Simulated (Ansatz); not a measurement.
This cell of Be (hcp, Mg type) is off equilibrium:

```yaml
crystal:
  lattice:
    - [4.52899, 0.00000, 0.00000]
    - [-1.13225, 1.96111, 0.00000]
    - [0.00000, 0.00000, 3.56090]
  atoms:
    - { symbol: Be, position: [0.16667, 0.66667, 0.72660] }
    - { symbol: Be, position: [0.66667, 0.66667, 0.77340] }
    - { symbol: Be, position: [0.33333, 0.33333, 0.22660] }
    - { symbol: Be, position: [0.83333, 0.33333, 0.27340] }
```

Level of theory: PBE (plane waves to 420 eV, PAW, scalar-relativistic; Ansatz, a quantum-chemistry and plane-wave program). k mesh 23×23×13 (Γ-centred), Fermi-Dirac smearing 0.05 eV. Stress and pressure are positive under compression. With partly filled bands, energies and forces of such displacements shift with the k mesh and the smearing. Be was relaxed with its symmetry unable to fall. The PAW data are Ansatz's earlier set.

Q: Predict the force on every atom, in eV/Å.

A: 
```csv
atom,Fx,Fy,Fz
Be1,0.131,0.076,0.522
Be2,0.131,0.076,-0.522
Be3,-0.131,-0.076,0.522
Be4,-0.131,-0.076,-0.522
```

(For displaced atoms, the force is minus the slope of the energy, and its curvature is a force constant, which sets phonon frequencies.)
